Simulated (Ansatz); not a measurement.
Relaxed-ion elastic tensor of Os (hcp (Mg type), P6_3/mmc) in GPa (Voigt order), DFT-r²SCAN in the program Ansatz with PAW potentials; density 22.54 g/cm³, 14.01 Å³ per atom.

```
784  237  233  0.0  0.0  0.0
237  784  233  0.0  0.0  0.0
233  233  883  0.0  0.0  0.0
0.0  0.0  0.0  274  0.0  0.0
0.0  0.0  0.0  0.0  274  0.0
0.0  0.0  0.0  0.0  0.0  273
```

Is the crystal mechanically stable?

Yes: the smallest eigenvalue of C is 273 GPa.

Work out the Voigt, Reuss and Hill averages.

K_V = 429, K_R = 428, K_H = 428; G_V = 281, G_R = 280, G_H = 280 GPa.

Give Young's modulus, Poisson's ratio, Pugh's ratio and the universal anisotropy index.

E = 9KG/(3K + G) = 691 GPa; ν = 0.23; K/G = 1.53 (brittle by the Pugh limit of 1.75); A_U = 5G_V/G_R + K_V/K_R − 6 = 0.02.

Estimate the sound speeds and the Debye temperature.

v_l = √((K + 4G/3)/ρ) = 5970 m/s, v_t = √(G/ρ) = 3530 m/s, mean 3910 m/s; Θ = (h/k)(3n/4πV)^(1/3) v_m = 483 K.

How much does each axis shrink under pressure?

Linear compressibilities β_i = Σ_j S_ij (j = 1 to 3): x 0.82, y 0.82, z 0.70 per TPa.

The r²SCAN relaxation kept the symmetry of its start; of distortions, only those at the zone centre were tested. No spin polarisation was allowed. As this level gives no gap, shear constants depend on the k-mesh and smearing (Fermi–Dirac, 0.1 eV here). Spin–orbit coupling is left out wherever it is not named.

Potentials: the later of the program's two PAW sets.
